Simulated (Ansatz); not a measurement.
ScSi in space group Cmcm (No. 63; Sc on 4c, Si on 4c) at seven volumes, the program Ansatz at the PBEsol level (PAW), shape and atoms relaxed at each. One row is withheld.

| V (Å³/atom) | P (GPa) |
|---|---|
| 16.051 | 12.35 |
| 16.580 | ? |
| 17.110 | 3.51 |
| 17.639 | 0.00 |
| 18.168 | -3.02 |
| 18.697 | -5.61 |
| 19.226 | -7.82 |

Q: Fit the shown pressures and predict the withheld one.

A: Third-order Birch–Murnaghan: P = (3/2)B₀(x^(7/2) − x^(5/2))[1 + (3/4)(B′ − 4)(x − 1)] with x = (V₀/V)^(2/3). Least squares on the six rows gives V₀ = 17.639 Å³/atom, B₀ = 108.2 GPa, B′ = 4.05. At V = 16.580, x = 1.0421 and P = 7.59 GPa. The run itself gave 7.59 GPa.

The workflow started from a Materials Project entry (that database holds measured and hypothetical structures alike); the Crystallography Open Database copy checked does not list it. Whether it is the stable phase at ambient conditions was not checked. The cell was relaxed with PBEsol under the symmetry of its start; its stability against distortions is not shown here. The run is not spin-polarised.

Potentials: the earlier of the program's two PAW sets. The files were generated under PBE; for other functionals the program regenerates the frozen cores, and for LDA and PBEsol the local potential too.
